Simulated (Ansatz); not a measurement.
A relaxed structure of ZnO. Space group P6₃mc (No. 186), wurtzite type. Level of theory: r2SCAN (plane waves to 500 eV, PAW, scalar-relativistic; Ansatz, a quantum-chemistry and plane-wave program).

```cif
data_O2Zn2
_chemical_formula_sum 'O2 Zn2'
_space_group_name_H-M_alt 'P 1'
_space_group_IT_number 1
_cell_length_a 3.23533
_cell_length_b 3.23533
_cell_length_c 5.21087
_cell_angle_alpha 90.000
_cell_angle_beta 90.000
_cell_angle_gamma 120.000
loop_
_space_group_symop_operation_xyz
  'x, y, z'
loop_
_atom_site_label
_atom_site_type_symbol
_atom_site_fract_x
_atom_site_fract_y
_atom_site_fract_z
_atom_site_occupancy
O1 O 0.33333 0.66667 0.83019 1
O2 O 0.66667 0.33333 0.33019 1
Zn1 Zn 0.66667 0.33333 0.70987 1
Zn2 Zn 0.33333 0.66667 0.20987 1
```

Problem. Estimate the band gap that r2SCAN returns for this input.

Solution. 1.24 eV, direct at Γ (no spin-orbit coupling).

No spin polarisation in the result.

Measured for ZnO: a 3.2482 Å (0 K or low temperature; as listed in arXiv:1206.3780); c 5.204 Å (0 K or low temperature; as listed in arXiv:1206.3780); gap 3.6 eV (static lattice; corrected from measurement; as listed in Wei Chen et al., Physical Review Materials (2018)). Computed minus measured — a: r2SCAN -0.4 %; c: r2SCAN +0.1 %; gap: r2SCAN -2.36 eV. The computed values are for a static lattice, and a measured gap can be an optical one, lowered by exciton binding.

It was reached from a disturbed copy of a P6₃/mmc (No. 194) cell, against which it lies -287 meV/atom.
